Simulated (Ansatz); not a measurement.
OH on a (101) slab of HfO2 (P4_2/nmc (No. 137)), 10 planes, outer planes O (top) and O (bottom), 1 a cell of 45.4 Å², relaxed and still whole (its atoms last):

```xyz
26
Lattice="7.1747 0.0000 0.0000 0.0000 6.3274 0.0000 0.0000 0.0000 23.6233" Properties=species:S:1:pos:R:3 pbc="T T T"
O     1.7937    3.3329    8.0000
O     5.3810    3.3329    8.0000
O     0.0000    6.0453    8.3107
O     3.5874    6.0453    8.3107
Hf    1.7937    5.1976    8.8941
Hf    5.3810    5.1976    8.8941
Hf    0.0000    2.0339    8.8941
Hf    3.5874    2.0339    8.8941
O     1.7937    1.1862    9.4775
O     5.3810    1.1862    9.4775
O     0.0000    3.8985    9.7882
O     3.5874    3.8985    9.7882
O     1.6957    5.3886   10.9840
O     5.3779    5.3154   10.9051
O     0.0299    1.7258   11.1769
O     3.6092    1.7834   11.0644
Hf    1.9149    0.9527   11.8163
Hf    5.3683    0.8980   11.7376
Hf    0.0202    4.0043   11.8069
Hf    3.6296    4.1701   11.8115
O     1.8540    3.2221   12.4296
O     5.3570    3.1089   12.4357
O    -0.4490    5.8223   12.7944
O     3.6502    6.0822   12.6265
O     8.3321    0.7739   13.7385
H     8.5941    0.0551   14.3359
```

All numbers below come from Ansatz 0.2.0, DFT PBE+D3(BJ), scalar-relativistic, plane waves, PAW. Settings: cutoff 420 eV, Γ-centred mesh 2×3×1 on the computed 26-atom cell, Gaussian smearing of 0.05 eV; collinear spin. The cell repeats along c with a dipole correction in the vacuum.

It binds with 1.91 eV a molecule against the clean slab and the free molecule (no zero-point or thermal terms); its shortest contact is O–Hf 2.07 Å. Take first-order desorption with no barrier to adsorption, no reaction on the face and an assumed prefactor of 10^13 s⁻¹.

Task: How long does a molecule stay at 400 K?

Result: τ = ν⁻¹·exp(E/k_BT) with k_BT = 0.0345 eV: E/k_BT = 55.4, so τ ≈ 1×10^11 s. It doesn't desorb at this temperature.

Task: Where does its peak lie in a desorption experiment heated at 5 K/s?

Result: The peak obeys E/(k_B·T_p²) = (ν/β)·exp(−E/k_BT_p). Solving gives T_p ≈ 705 K (E/k_BT_p = 31.4). An error of 0.1 eV in E moves it by about 37 K, and larger molecules have larger prefactors, which lowers it.

Task: Is this physisorption or chemisorption?

Result: The tightest contact, O–Hf 2.07 Å, is 0.86 times the sum of covalent radii, and deformation and lateral interaction add up to +0.65 eV. This is chemisorption.

The molecule may also break up before it leaves, which wasn't tried.

The reference crystal is a form of HfO2, which isn't its usual structure.